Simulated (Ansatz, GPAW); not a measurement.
Given: the input of a run of Ansatz 0.2.0 on AgRh. The cell comes from a database or a generator and needn't be the stable form of this composition.

The input input.yaml:

```yaml
crystal:
  lattice:
    - [2.7775881998, 0.0, 0.0]
    - [-1.3887940999, 2.4054619423, 0.0]
    - [0.0, 0.0, 4.808602]
  atoms:
    - { symbol: Ag, position: [0.0, 0.0, 0.5] }
    - { symbol: Rh, position: [0.6666666667, 0.3333333333, 0.0] }
kpoints:
  mp_grid: { grid: [11, 11, 6] }
scf:
  occupations: { method: gaussian, width: 0.1 }
hamiltonian:
  xc: pbe
  pseudopotentials: { kind: all_electron, lapw: { basis_error: 0.001 } }
output:
  forces: true
  stress: true
  eigenvalues: true
```

Potentials or basis: all-electron LAPW, scalar-relativistic.

Launch:

```bash
$ ansatz run input.yaml --threads 1 --pin off --max-ram 3072MiB --backend cpu --events-out ev --progress --plain --runs-dir out
```

Task: Translate it to GPAW 26.7.0 (ASE script). Potentials or basis there: GPAW PAW data sets (gpaw-data 1.2.1), cutoff 600 eV.

Result: As run (cutoffs and basis follow the program's own potentials, and thresholds, step limits or extra output files can differ):

File run.py:

```python
from ase.dft.bandgap import bandgap
from ase.io import read, write
from ase.units import GPa
from gpaw import GPAW, PW

atoms = read('POSCAR')

calc = GPAW(mode=PW(600),
            xc='PBE',
            kpts={'size': (11, 11, 6), 'gamma': True},
            occupations={'name': 'methfessel-paxton', 'order': 0, 'width': 0.1},
            nbands=29,
            convergence={'density': 1e-05, 'energy': 1e-05},
            maxiter=150,
            txt='gpaw.txt')
atoms.calc = calc
energy = atoms.get_potential_energy()
forces = atoms.get_forces()
stress = atoms.get_stress()
calc.write('gs.gpw')
write('result.traj', atoms)
print(f'Energy: {energy:.6f} eV')
print('Forces (eV/A):')
print(forces.round(4))
print('Stress (GPa):', (stress / GPa).round(3))
print('Fermi level:', round(calc.get_fermi_level(), 4), 'eV')
print(f'Gap: {bandgap(calc)[0]:.4f} eV, direct: {bandgap(calc, direct=True)[0]:.4f} eV')
```

Contents of POSCAR:

```
AgRh
1.0
    2.7775881998      0.0000000000      0.0000000000
   -1.3887940999      2.4054619423      0.0000000000
    0.0000000000      0.0000000000      4.8086020000
Ag Rh
1 1
Direct
    0.0000000000      0.0000000000      0.5000000000
    0.6666666667      0.3333333333      0.0000000000
```

Potentials or basis: GPAW PAW data sets (gpaw-data 1.2.1), pw.

Command:

```console
$ OMP_NUM_THREADS=1 python run.py
```

Both were run:

|  | Ansatz | GPAW |
| --- | --- | --- |
| Pressure | -2.4 GPa | -1.7 GPa |

Where Ansatz's input types no cutoff or centring, it takes its own default and a Γ-centred mesh.

Pressure is positive in compression.
